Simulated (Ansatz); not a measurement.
**CaB3HO6: ¹⁷O NMR of the central transition**

Cell: a Materials Project structure (computed, not necessarily an observed phase).

```xyz
44
Lattice="13.6137 0.0000 0.0000 0.0000 7.0550 0.0000 0.0000 0.0000 4.4374" Properties=species:S:1:pos:R:3 pbc="T T T"
Ca    1.2807    2.0977    3.9867
Ca   12.3330    4.9573    1.7680
Ca    5.5262    5.6253    1.7680
Ca    8.0875    1.4298    3.9867
B    12.6283    1.5281    1.9117
B     0.9854    5.5269    4.1304
B     7.7922    5.0557    4.1304
B     5.8215    1.9994    1.9117
B     3.6737    2.8581    1.0494
B     9.9400    4.1969    3.2681
B     3.1332    6.3856    3.2681
B    10.4805    0.6694    1.0494
B    11.6332    2.4323    4.2172
B     1.9805    4.6227    1.9985
B     8.7873    5.9598    1.9985
B     4.8263    1.0952    4.2172
H     0.6311    0.1780    1.6699
H    12.9826    6.8770    3.8886
H     6.1758    3.7056    3.8886
H     7.4379    3.3495    1.6699
O     1.3315    4.3642    3.3015
O    12.2822    2.6909    1.0828
O     5.4754    0.8367    1.0828
O     8.1383    6.2184    3.3015
O    12.6467    1.8216    3.3435
O     0.9670    5.2334    1.1248
O     7.7739    5.3491    1.1248
O     5.8398    1.7059    3.3435
O     1.9338    6.6877    3.8771
O    11.6799    0.3673    1.6584
O     4.8730    3.1602    1.6584
O     8.7406    3.8948    3.8771
O     2.4368    3.3458    1.4095
O    11.1769    3.7092    3.6282
O     4.3701    6.8733    3.6282
O     9.2436    0.1817    1.4095
O     0.4317    1.1324    1.5753
O    13.1820    5.9227    3.7940
O     6.3751    4.6599    3.7940
O     7.2386    2.3952    1.5753
O     3.6312    1.9625    4.4353
O     9.9825    5.0926    2.2166
O     3.1756    5.4900    2.2166
O    10.4380    1.5651    4.4353
```

Atom numbers follow the list; atoms alike are taken as one site, whose name carries the number of the first.

Method: Kohn–Sham DFT in Ansatz, r2SCAN, plane waves and PAW, scalar-relativistic, 500 eV cutoff, Γ-centred 2×3×5 k-points, Fermi–Dirac smearing 0.02 eV.

¹⁷O has I = 5/2 and Q = -25.58 mb (Pyykkö 2018); at 18.8 T its Larmor frequency is ν₀ = 108.6 MHz. Only the quadrupole interaction is simulated: positions count from each site's isotropic chemical shift, and J coupling is left out, as are shift anisotropy and dipolar coupling, which fast spinning averages.

Problem. What does the ¹⁷O spectrum (fast magic-angle spinning) show for each site?

Solution. 

```csv
site,first shell,C_Q (MHz),η,P_Q (MHz),δ_QIS (ppm),breadth (kHz)
O21,"2 B at 1.47–1.48 Å, angle 118°; also 2 Ca at 2.37–3.09 Å",-5.47,0.91,6.18,-19.4,4.70
O25,"2 B at 1.46–1.47 Å, angle 131°; also 1 H at 2.10 Å, 1 Ca at 2.35 Å",-5.78,0.50,6.02,-18.4,4.64
O29,"2 B at 1.38–1.52 Å, angle 117°; also 1 Ca at 2.55 Å",5.52,0.96,6.31,-20.3,4.86
O33,"2 B at 1.38–1.48 Å, angle 133°; also 2 Ca at 2.52–3.09 Å",-5.77,0.51,6.02,-18.4,4.64
O37,"1 H at 0.98 Å, 1 B at 1.51 Å, angle 115°; also 2 Ca at 2.40–2.73 Å",-7.60,0.70,8.19,-34.2,8.52
O41,"2 B at 1.38–1.49 Å, angle 118°; also 1 Ca at 2.40 Å",-4.75,0.46,4.91,-12.3,3.09
```

δ_QIS = −(ν_Q²/30ν₀²)[I(I+1) − 3/4](1 + η²/3) × 10⁶ ppm with ν_Q = 3|C_Q|/[2I(2I−1)]; it falls as 1/B₀² in ppm, and the breadth as 1/B₀ in kHz.

At O25, O33 and O41 V_zz runs parallel to the line that joins its two neighbours (within 3°) in each case.

At this cell the principal stresses reach 5 GPa in size with r2SCAN, which can matter for small gradients. The largest force is 0.4 eV/Å, so the atoms aren't at the calculated equilibrium and relaxing them would move these values.
